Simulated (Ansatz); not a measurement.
AlP (zinc blende)

```
CELL_PARAMETERS angstrom
      0.00000     2.75367     2.75367
      2.75367     0.00000     2.75367
      2.75367     2.75367     0.00000
ATOMIC_POSITIONS crystal
  P  0.25000 0.25000 0.25000
  Al 0.00000 0.00000 0.00000
```

Two coordinates are scanned: the volume, and the ratio of the stretch along z (the conventional c axis) to the stretch across it. Atoms keep their fractional coordinates.

These are PBE (plane waves to 420 eV, PAW, scalar-relativistic; Ansatz, an electronic-structure program) values and carry that method's errors. k mesh 10×10×10 (Γ-centred), Fermi-Dirac smearing 0.05 eV. Compression counts positive. AlP was relaxed with its symmetry unable to fall. The PAW data are Ansatz's earlier set.

At one point of the scan the stress tensor (GPa) is:

```
   0.01     0.00     0.00
   0.00     0.01     0.00
   0.00     0.00     4.39
```

### Question
Which point is it?
A. V/V₀ = 0.980, (c/a)/(c/a)₀ = 0.920
B. V/V₀ = 1.000, (c/a)/(c/a)₀ = 0.960
C. V/V₀ = 0.960, (c/a)/(c/a)₀ = 0.920
D. V/V₀ = 0.960, (c/a)/(c/a)₀ = 1.040

### Answer
A, V/V₀ = 0.980, (c/a)/(c/a)₀ = 0.920

(A scan under strain: stresses follow from slopes of the energy per volume, elastic moduli from its curvatures.)
